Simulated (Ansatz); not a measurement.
## Computed properties of Cs2KInCl6

Cs2KInCl6:
```yaml
crystal:
  lattice:
    - [0.00000, 5.44488, 5.44488]
    - [5.44488, 0.00000, 5.44488]
    - [5.44488, 5.44488, 0.00000]
  atoms:
    - { symbol: K, position: [0.50000, 0.50000, 0.50000] }
    - { symbol: Cs, position: [0.75000, 0.75000, 0.75000] }
    - { symbol: Cs, position: [0.25000, 0.25000, 0.25000] }
    - { symbol: In, position: [0.00000, 0.00000, 0.00000] }
    - { symbol: Cl, position: [0.76950, 0.23050, 0.23050] }
    - { symbol: Cl, position: [0.23050, 0.76950, 0.76950] }
    - { symbol: Cl, position: [0.23050, 0.76950, 0.23050] }
    - { symbol: Cl, position: [0.76950, 0.23050, 0.76950] }
    - { symbol: Cl, position: [0.23050, 0.23050, 0.76950] }
    - { symbol: Cl, position: [0.76950, 0.76950, 0.23050] }
```

Space group Fm-3m (No. 225); conventional cell a = b = c = 10.8898 Å, α = β = γ = 90.00°.

Method: DFT-PBEsol in the program Ansatz with PAW potentials. The cell and atoms are relaxed at this level. Other levels are named where they apply.

### Cell and energy

```yaml
volume_per_atom: 32.28 Å³
density: 3.25 g/cm³
Formation energy from the elements (no fitted shifts): -163 kJ/mol of atoms
```

### Electronic structure

```yaml
band_gap: 3.63 eV (direct)
valence_band_maximum: at Γ
conduction_band_minimum: at Γ
electron_effective_mass: 0.50 mₑ (isotropic)
Electron effective mass with spin–orbit coupling: 0.50 mₑ (isotropic)
Hole effective mass, band 1 of 3 at the edge: 4.2 along [110], 3.2 along [111] (mₑ)
Hole effective mass, band 2 of 3 at the edge: 1.4 along [100], 2.1 along [110], 1.8 along [111] (mₑ)
Hole effective mass, band 3 of 3 at the edge: 1.4 along [100], 1.4 along [110], 1.8 along [111] (mₑ)
Hole effective mass with spin–orbit coupling, band 1 of 2 at the edge: 3.9 along [100], 2.8 along [110], 2.4 along [111] (mₑ)
Hole effective mass with spin–orbit coupling, band 2 of 2 at the edge: 1.4 along [100], 1.7 along [110], 1.9 along [111] (mₑ)
HSE06 gap on the PBEsol cell: 5.18 eV
Gap with spin–orbit coupling: 3.61 eV
```

### Mechanics

```yaml
Bulk modulus (Birch–Murnaghan fit): 18.8 GPa
Pressure derivative B′: 5.8
Elastic constants (relaxed ions, GPa): C11 = 42.5, C12 = 6.9, C44 = 3.1
mechanical_stability: stable (all eigenvalues of C positive)
hill_bulk_and_shear_moduli: 18.7 and 6.8 GPa
Young's modulus: 18.2 GPa
Poisson's ratio: 0.34
debye_temperature_from_the_elastic_constants: 152 K
```

### Dielectric response

```yaml
Electronic dielectric constant ε∞ (DFPT): 2.78
Born charges (a third of the trace): K +1.28, Cs +1.33, In +3.01, Cl -1.16 e
```

### Charges

```yaml
bader_charges: K +0.82, Cs +0.88, In +1.61, Cl -0.70 e
```

The first step of the workflow began from a Materials Project structure, measured or hypothetical; the Crystallography Open Database copy checked does not list it. Whether it is the stable phase at ambient conditions was not checked. Symmetry was held in the PBEsol relaxation; whether a distortion lowers the energy is not shown. The references are the lowest solids computed at this level, not always the standard phases (solids in place of the gases). Spin–orbit coupling is left out wherever it is not named.

Potentials: the later of the program's two PAW sets.
